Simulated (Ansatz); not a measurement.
TeO2 in space group Aea2 (No. 41; Te on 4a, O on 8b), the program Ansatz at the r²SCAN+D4 level (PAW), all energies at zero smearing, with the estimated change up to a 700 eV cutoff added, with one set of potentials and settings (totals compare only within such a set). Cell of 6 atoms (2 Te, 4 O): -16258.734 eV.

```csv
element,reference phase,E (eV/atom)
Te,"P3_121, 3 atoms in the cell",-6995.0583
O,"C2/m, 4 atoms in the cell, spin-polarised",-566.0614
```

Formation energy per atom, worked out: (-16258.734 − 2×(-6995.0583) − 4×(-566.0614))/6 = -0.729 eV/atom (-70 kJ per mol of atoms), at 0 K, without zero-point energy or fitted corrections.

The start of the workflow was typed in or built on a structure type; neither database checked (COD, Materials Project) lists it. COD files the formula under space group No. 19, 61, 92, 136. Its standing as an ambient phase is unchecked. Symmetry was held in the r²SCAN+D4 relaxation; whether a distortion lowers the energy is not shown. The volume moved by -58 % from the start of the relaxation. The references are the lowest solids computed at this level, not always the standard phases (solids in place of the gases). Spin–orbit coupling is left out wherever it is not named.

Potentials: the earlier of the program's two PAW sets.
